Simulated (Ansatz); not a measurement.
GeMo (CsCl type, space group No. 221) at seven volumes, PBE in the plane-wave PAW code Ansatz, scaled uniformly. One row is withheld.

```csv
V (Å³/atom),P (GPa)
13.898,?
14.356,13.30
14.814,6.03
15.273,0.00
15.731,-5.01
16.189,-9.32
16.647,-13.06
```

Fit the shown pressures and predict the withheld one.

P = (3/2)B₀(x^(7/2) − x^(5/2))[1 + (3/4)(B′ − 4)(x − 1)] with x = (V₀/V)^(2/3). Least squares on the six rows gives V₀ = 15.276 Å³/atom, B₀ = 185 GPa, B′ = 4.65. At V = 13.898, x = 1.0651 and P = 21.80 GPa. The run itself gave 21.94 GPa.

Space group Pm-3m (CsCl type). A made-up cell: these elements were put on the sites of a structure type; neither database checked (COD, Materials Project) lists it. Its standing as an ambient phase is unchecked. The PBE relaxation kept the symmetry of its start; its stability against distortions is not shown here. The run is not spin-polarised.

Potentials: the later of the program's two PAW sets.
